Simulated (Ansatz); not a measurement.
**Ti₂AlC: how the free axis answers a strain**

Ti₂AlC, P6_3/mmc, a = 3.055 Å, c = 13.718 Å. The structure is a Materials Project entry; whether it is the stable form wasn't checked. Ansatz: r2SCAN, PAW, 500 eV, Γ-centred 12×12×4 mesh on 8 atoms, Gaussian smearing 0.10 eV; no spin polarisation. Series: biaxial strain in the a-b plane, c and atoms relaxed; x is the strain in per cent. y is the change of c in per cent of 13.718 Å.

| x (%) | y (%) |
| --- | --- |
| -3.0 | ? |
| -1.5 | 0.63 |
| 0.0 | 0.00 |
| 1.5 | -0.62 |
| 3.0 | -1.24 |

Question: Fit y = c1 x + c2 x² to the other rows, say what c1 measures, and predict the missing y.

Answer: Least squares on the rows shown. y = −0.4173 x + 0.001414 x². With no stress along c, c1 = −2C13/C33 = -0.417. At x = -3.0 the fit asked for gives 1.26 %. The run gave 1.29 %, so the fit is 0.03 % too low, a small miss on the scale of the series. The form still works here, 33 % of the fitted range beyond its end.